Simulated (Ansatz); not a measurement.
Relaxed-ion elastic tensor of Nb₄AlC₃ in space group P6_3/mmc (No. 194; Pearson symbol hP16) in GPa (Voigt order), DFT-PBEsol in the program Ansatz with PAW potentials; density 7.09 g/cm³, 12.73 Å³ per atom.

|  | 1 | 2 | 3 | 4 | 5 | 6 |
|---|---|---|---|---|---|---|
| 1 | 445 | 134 | 137 | 0.0 | 0.0 | 0.0 |
| 2 | 134 | 445 | 137 | 0.0 | 0.0 | 0.0 |
| 3 | 137 | 137 | 364 | 0.0 | 0.0 | 0.0 |
| 4 | 0.0 | 0.0 | 0.0 | 172 | 0.0 | 0.0 |
| 5 | 0.0 | 0.0 | 0.0 | 0.0 | 172 | 0.0 |
| 6 | 0.0 | 0.0 | 0.0 | 0.0 | 0.0 | 156 |

Is the crystal mechanically stable?

Yes: the smallest eigenvalue of C is 156 GPa.

Work out the Voigt, Reuss and Hill averages.

K_V = 230, K_R = 228, K_H = 229; G_V = 156, G_R = 154, G_H = 155 GPa.

Give Young's modulus, Poisson's ratio, Pugh's ratio and the universal anisotropy index.

E = 9KG/(3K + G) = 380 GPa; ν = 0.22; K/G = 1.48 (brittle by the Pugh limit of 1.75); A_U = 5G_V/G_R + K_V/K_R − 6 = 0.08.

Estimate the sound speeds and the Debye temperature.

v_l = √((K + 4G/3)/ρ) = 7840 m/s, v_t = √(G/ρ) = 4680 m/s, mean 5180 m/s; Θ = (h/k)(3n/4πV)^(1/3) v_m = 660 K.

Solve the Christoffel equation for the three sound speeds along x, y, z.

Eigenvalues of C_ijkl n_j n_l equal ρv². In km/s, slowest first: x 4.69, 4.92, 7.93; y 4.69, 4.92, 7.93; z 4.92, 4.92, 7.17.

How much does each axis shrink under pressure?

Linear compressibilities β_i = Σ_j S_ij (j = 1 to 3): x 1.3, y 1.3, z 1.8 per TPa.

The first step of the workflow began from a Materials Project structure, measured or hypothetical; the Crystallography Open Database copy checked does not list it. Its standing as an ambient phase is unchecked. The cell was relaxed with PBEsol under the symmetry of its start; its stability against distortions is not shown here. No spin polarisation was allowed. As this level gives no gap, shear constants depend on the k-mesh and smearing (Fermi–Dirac, 0.1 eV here).

Potentials: the later of the program's two PAW sets.
